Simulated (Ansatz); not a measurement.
The start is a generated trial cell of Nb in the bcc structure type. The cell and all atomic positions are relaxed at zero pressure with r2SCAN (plane waves to 500 eV, PAW, scalar-relativistic; Ansatz, a program for electronic structure). The first steps use a coarse 14×14×14 k-mesh.

Starting cell:
```
Nb
1.0
   -1.65000     1.65000     1.65000
    1.65000    -1.65000     1.65000
    1.65000     1.65000    -1.65000
Nb
1
Direct
  0.00000   0.00000   0.00000
```

- Energy released = under 0.01 eV/atom
- Shortest distances (start → end) = The closest pairs of elements (up to four, under 3.6 Å), start → end: Nb–Nb 2.86 → 2.86 Å
- Band gap at the end = no gap (metallic)
- Optimiser moves = 4

It ends as:

Space group Im-3m (No. 229); a = b = c = 3.303 Å, α = β = γ = 90.00°

```json
[
 {"atom": "Nb", "site": "2a", "symmetry": "m-3m", "x": "0.0000", "y": "0.0000", "z": "0.0000"}
]
```
(The calculation used a cell of 1 atom; values per cell refer to that cell.)

Final values are on a 20×20×20 k-mesh of the relaxed cell. No spin polarisation in the result.

The run could not lose the symmetry of its start.
